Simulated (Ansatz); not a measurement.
V2O3:
```
CELL_PARAMETERS angstrom
      2.42609     1.40070     4.77099
     -2.42609     1.40070     4.77099
      0.00000    -2.80141     4.77099
ATOMIC_POSITIONS crystal
  O  0.07437 0.42563 0.75000
  O  0.75000 0.07437 0.42563
  O  0.42563 0.75000 0.07437
  O  0.92563 0.57437 0.25000
  O  0.25000 0.92563 0.57437
  O  0.57437 0.25000 0.92563
  V  0.84038 0.84038 0.84038
  V  0.65962 0.65962 0.65962
  V  0.15962 0.15962 0.15962
  V  0.34038 0.34038 0.34038
```
The run is spin-polarised; directions of the spins, atom by atom: 0 0 0 0 0 0 ↑ ↑ ↑ ↑.

Relaxed with PBE. Special points in fractions of this cell's reciprocal vectors: Γ (0.000, 0.000, 0.000); T (0.500, 0.500, 0.500); H2 (0.776, 0.224, 0.500); H0 (0.500, -0.224, 0.224); L (0.500, 0.000, 0.000); S0 (0.362, -0.362, 0.000); S2 (0.638, 0.000, 0.362); F (0.500, 0.000, 0.500).

List the band energies nearest the Fermi level at these points for DFT-PBE in the program Ansatz with PAW potentials.

In eV from the Fermi level; about four levels below and three above (degenerate sets whole), none deeper than 8.9 eV; points with the same levels are listed once.

| k | below | above |
|---|---|---|
| Γ ↑ | -0.70 -0.70 -0.58 -0.58 | 0.17 0.68 0.68 |
| T ↑ | -0.61 -0.61 -0.61 -0.61 -0.01 -0.01 | 0.19 0.19 0.19 0.19 |
| H2 ↑ | -0.85 -0.85 -0.36 -0.36 | 0.34 0.34 0.72 0.72 |
| L ↑ | -0.46 -0.46 -0.37 -0.37 | 0.23 0.23 0.45 0.45 |
| S0 ↑ | -0.89 -0.81 -0.38 -0.26 | 0.31 0.39 0.68 |
| F ↑ | -1.03 -0.81 -0.52 -0.14 | 0.14 0.25 0.71 |
| Γ ↓ | -3.60 -3.28 -3.28 -1.01 | 0.38 0.38 0.70 |
| T ↓ | -4.01 -4.01 -4.01 -4.01 | 0.47 0.47 0.88 0.88 0.88 0.88 |
| H2 ↓ | -3.77 -3.77 -0.60 -0.60 | 0.40 0.40 0.91 0.91 |
| L ↓ | -3.64 -3.64 -0.49 -0.49 | 0.68 0.68 0.86 0.86 |
| S0 ↓ | -3.98 -3.55 -0.76 -0.63 | 0.30 0.52 0.94 |
| F ↓ | -4.16 -3.54 -0.71 -0.51 | 0.21 0.44 0.83 |

Space group R-3c (corundum). Symmetry was held in the PBE relaxation. Magnetic state: ferromagnetic, chosen from 5 collinear starts compared on coarse meshes (ties went to the first, and starts can fall back to one state), not a proven ground state. No Hubbard U is applied. The compound may be a true metal, but semilocal functionals without U, or a wrong spin order, can also close a gap.

Potentials: the later of the program's two PAW sets.
